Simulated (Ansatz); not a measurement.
NaGa$_{4}$:
```cif
data_Ga4Na
_chemical_formula_sum 'Na1 Ga4'
_space_group_name_H-M_alt 'P 1'
_space_group_IT_number 1
_cell_length_a 6.31001
_cell_length_b 6.31001
_cell_length_c 6.31001
_cell_angle_alpha 141.218
_cell_angle_beta 141.218
_cell_angle_gamma 56.008
loop_
_space_group_symop_operation_xyz
  'x, y, z'
loop_
_atom_site_label
_atom_site_type_symbol
_atom_site_fract_x
_atom_site_fract_y
_atom_site_fract_z
_atom_site_occupancy
Na1 Na 0.00000 0.00000 0.00000 1
Ga1 Ga 0.75000 0.25000 0.50000 1
Ga2 Ga 0.25000 0.75000 0.50000 1
Ga3 Ga 0.38941 0.38941 0.00000 1
Ga4 Ga 0.61059 0.61059 0.00000 1
```

Relaxed with r²SCAN.

Task: Which orbitals make up the states near the Fermi level in r²SCAN in the plane-wave PAW code Ansatz?

Result: Within 0.5 eV of the Fermi level: Ga 4p 80 %, Ga 4s 17 %. Projections are on Löwdin-orthogonalised atomic valence shells; empty p or d shells of many metals are not among them.

Task: Tabulate the density of states.

Result: States/eV per cell of 5 atoms, in 0.25 eV bins, energy from the Fermi level.

| E (eV) | total | Ga 4p | Ga 4s | Na 3s |
|---|---|---|---|---|
| -7.85 | 1.36 | 0.59 | 0.73 | 0.02 |
| -7.60 | 1.22 | 0.54 | 0.65 | 0.01 |
| -7.35 | 0.90 | 0.42 | 0.46 | 0.01 |
| -7.10 | 0.79 | 0.37 | 0.39 | 0.01 |
| -6.85 | 0.68 | 0.33 | 0.33 | 0.00 |
| -6.60 | 0.58 | 0.28 | 0.28 | 0.00 |
| -6.35 | 0.62 | 0.29 | 0.32 | 0.00 |
| -6.10 | 0.82 | 0.39 | 0.42 | 0.00 |
| -5.85 | 1.61 | 0.84 | 0.73 | 0.02 |
| -5.60 | 1.78 | 0.92 | 0.82 | 0.01 |
| -5.35 | 1.63 | 0.85 | 0.75 | 0.01 |
| -5.10 | 1.12 | 0.59 | 0.50 | 0.01 |
| -4.85 | 0.85 | 0.45 | 0.38 | 0.01 |
| -4.60 | 0.72 | 0.38 | 0.32 | 0.00 |
| -4.35 | 0.86 | 0.47 | 0.38 | 0.00 |
| -4.10 | 1.10 | 0.63 | 0.45 | 0.01 |
| -3.85 | 1.50 | 0.99 | 0.46 | 0.02 |
| -3.60 | 1.20 | 0.85 | 0.32 | 0.01 |
| -3.35 | 1.33 | 1.02 | 0.28 | 0.01 |
| -3.10 | 1.37 | 1.08 | 0.26 | 0.01 |
| -2.85 | 1.23 | 0.97 | 0.24 | 0.01 |
| -2.60 | 1.40 | 1.15 | 0.22 | 0.01 |
| -2.35 | 1.67 | 1.43 | 0.21 | 0.01 |
| -2.10 | 2.04 | 1.78 | 0.21 | 0.02 |
| -1.85 | 2.22 | 1.95 | 0.21 | 0.02 |
| -1.60 | 2.12 | 1.87 | 0.21 | 0.02 |
| -1.35 | 2.01 | 1.78 | 0.19 | 0.02 |
| -1.10 | 1.93 | 1.71 | 0.17 | 0.01 |
| -0.85 | 1.85 | 1.64 | 0.16 | 0.01 |
| -0.60 | 1.65 | 1.45 | 0.16 | 0.01 |
| -0.35 | 1.29 | 1.07 | 0.18 | 0.01 |
| -0.10 | 0.95 | 0.75 | 0.16 | 0.01 |
| 0.15 | 0.86 | 0.68 | 0.15 | 0.01 |
| 0.40 | 1.02 | 0.79 | 0.20 | 0.01 |
| 0.65 | 1.11 | 0.78 | 0.27 | 0.02 |
| 0.90 | 1.17 | 0.77 | 0.31 | 0.03 |
| 1.15 | 1.02 | 0.63 | 0.30 | 0.04 |
| 1.40 | 1.60 | 0.91 | 0.52 | 0.08 |
| 1.65 | 2.07 | 1.10 | 0.73 | 0.09 |
| 1.90 | 2.17 | 1.15 | 0.75 | 0.11 |
| 2.15 | 2.05 | 1.12 | 0.67 | 0.11 |
| 2.40 | 1.99 | 1.12 | 0.60 | 0.10 |
| 2.65 | 1.97 | 1.15 | 0.54 | 0.09 |
| 2.90 | 1.96 | 1.16 | 0.52 | 0.09 |
| 3.15 | 1.76 | 1.05 | 0.41 | 0.11 |
| 3.40 | 2.27 | 1.41 | 0.45 | 0.14 |
| 3.65 | 2.26 | 1.45 | 0.40 | 0.12 |
| 3.90 | 2.17 | 1.44 | 0.35 | 0.10 |
| 4.15 | 2.47 | 1.66 | 0.35 | 0.13 |
| 4.40 | 2.56 | 1.70 | 0.35 | 0.16 |
| 4.65 | 2.49 | 1.59 | 0.36 | 0.19 |

Space group I4/mmm. The first step of the workflow began from a Materials Project structure, measured or hypothetical; the Crystallography Open Database files this formula in space group No. 139, but the cells were not matched. Whether it is the stable phase at ambient conditions was not checked. Symmetry was held in the r²SCAN relaxation; its stability against distortions is not shown here. Scalar-relativistic: spin–orbit coupling is off unless named, which matters more the heavier the elements.

Potentials: the later of the program's two PAW sets.
